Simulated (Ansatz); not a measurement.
A frame of Si15C7 from dynamics at 4000 K, with the forces (eV/Å) computed on a k mesh in the last three columns. All numbers below come from Ansatz 0.2.0, DFT PBE, scalar-relativistic, plane waves, PAW.

Plane waves to 420 eV, a k mesh through Γ of 3×3×3 on the computed 22-atom cell and Fermi–Dirac smearing (0.34 eV); no spin polarisation.

```xyz
22
Lattice="7.050 0.073 -0.080 0.073 7.447 0.280 -0.080 0.280 6.936" Properties=species:S:1:pos:R:3:forces:R:3 pbc="T T T"
Si    2.923    1.471    0.936   -0.550   -0.460    0.590
Si    2.014    6.342    7.091    0.440   -0.250   -0.380
Si    0.314    2.654    3.364    0.710   -2.410   -0.200
Si    6.575    2.650    6.269   -0.880   -1.740   -0.270
Si    4.179    6.527    3.857    0.880    1.680   -0.750
Si    3.424    4.347    1.585   -0.180   -0.450    0.860
Si    1.861    7.470    3.243   -0.370   -0.180    0.820
Si    4.578    6.499    6.652   -3.770    2.270   -1.740
Si    1.321    4.008    6.768    2.030   -1.120    0.160
Si    0.057    4.684    2.590   -0.230    2.090   -0.860
Si    0.430    0.261    5.497    0.170    0.100   -0.630
Si    6.355    0.175    2.199   -0.070   -0.490    0.500
Si    3.496    4.613    4.642   -0.610   -2.670    1.370
Si    5.400    2.268    1.384   -0.420    0.260    0.250
Si    6.549    4.725    5.180   -0.360    0.650   -1.070
C     2.755    2.850    5.670   -1.380    1.940    0.250
C     1.755    7.346    1.401    0.770    1.590    0.650
C     4.329    1.038    6.203    4.270   -4.450    1.170
C     3.211    1.576    5.929   -3.000    4.020   -1.580
C     6.017    5.587    0.525    1.050   -1.020    3.360
C     0.070    5.884    6.968    2.000    0.280   -2.420
C     1.660    3.488    1.808   -0.500    0.350   -0.070
```

Static pressure -2.5 GPa (no kinetic part), no gap on the mesh.

Counting as bonded all pairs within 1.2 times the summed covalent radii:

```json
{"atom → neighbour": "C → C", "mean count": "0.86", "mean length (Å)": "1.32", "spread (Å)": "0.04"}
{"atom → neighbour": "C → Si", "mean count": "2.14", "mean length (Å)": "2.03", "spread (Å)": "0.15"}
{"atom → neighbour": "Si → C", "mean count": "1.00", "mean length (Å)": "2.03", "spread (Å)": "0.15"}
{"atom → neighbour": "Si → Si", "mean count": "2.00", "mean length (Å)": "2.46", "spread (Å)": "0.14"}
```

Angles between all pairs of such bonds at an atom (mean ± spread): 110 ± 23° at C, 103 ± 30° at Si.

Cost: 1 run of about 1.2 core-minutes, on Arm Neoverse V1 (shared hosts).